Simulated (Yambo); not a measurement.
Convergence of the G0W0 gap of Ba$_{2}$CaTeO$_{6}$

G0W0@LDA for Ba2CaTeO6 (space group Fm-3m, No. 225) in Yambo. Reference settings: 2×2×2 Γ-centred k mesh, 296 bands and a 8 Ry block in the screening, 296 bands in G with the Bruneval-Gonze terminator, plasmon pole fitted at 27.2 eV. The LDA gap Γ → Γ on this mesh is 2.85 eV; G0W0 gaps are taken between the same points.

| change from the reference | G0W0 gap Γ → Γ (eV) | shift of the valence edge (eV) | rough Yambo cost |
|---|---|---|---|
| reference settings | 4.67 | -0.80 | 1 |
| 117 bands in W, 117 bands in G | 4.86 | -0.59 | about 1/2 |
| exchange cut at 40 Ry | 4.65 | -0.76 | – |
| exchange cut at 20 Ry | 4.54 | -0.46 | – |
| 117 bands in W, 117 bands in G, 6 Ry block | 4.83 | -0.57 | about 1/3 |
| 167 bands in W, 167 bands in G, 3 Ry block | 4.76 | -0.70 | about 1/2 |
| 167 bands in W, 167 bands in G, 5 Ry block | 4.68 | -0.65 | about 1/2 |
| 167 bands in W, 167 bands in G, 6 Ry block | 4.69 | -0.66 | about 1/2 |
| 231 bands in W, 231 bands in G, 2 Ry block | 4.87 | -0.88 | within a factor of two |
| 3 Ry block | 4.71 | -0.76 | within a factor of two |
| 1×1×1 mesh | 4.49 | -0.67 | about 1/8 |
| 4×4×4 mesh | 4.67 | -0.85 | about 20× |
| 167 bands in W, 167 bands in G, 3 Ry block, no terminator | 4.79 | -0.54 | about 1/2 |
| 117 bands in W, 117 bands in G, no terminator | 4.93 | -0.20 | about 1/2 |
| 231 bands in W, 231 bands in G, 3 Ry block, no terminator | 4.76 | -0.64 | within a factor of two |

The reference isn't shown to be the converged limit. Costs are rough (shared machines), scaled to the same edge states, and given only for runs that recompute the screening.

Without spin-orbit coupling, band edges of such heavy elements can be off by tenths of an eV.

The standard potential for Te keeps a d shell in the valence without the s and p states of that shell. In tests on such compounds this moved G0W0 gaps by up to about 0.9 eV, so absolute quasiparticle energies here are unreliable; differences between settings are what counts.

Geometry of the Materials Project entry, not relaxed at this level; primitive cell a = 6.0165 Å, b = 6.0165 Å, c = 6.0165 Å, α = 60.00°, β = 60.00°, γ = 60.00°.

A shift is the quasiparticle energy of the state minus its LDA energy.
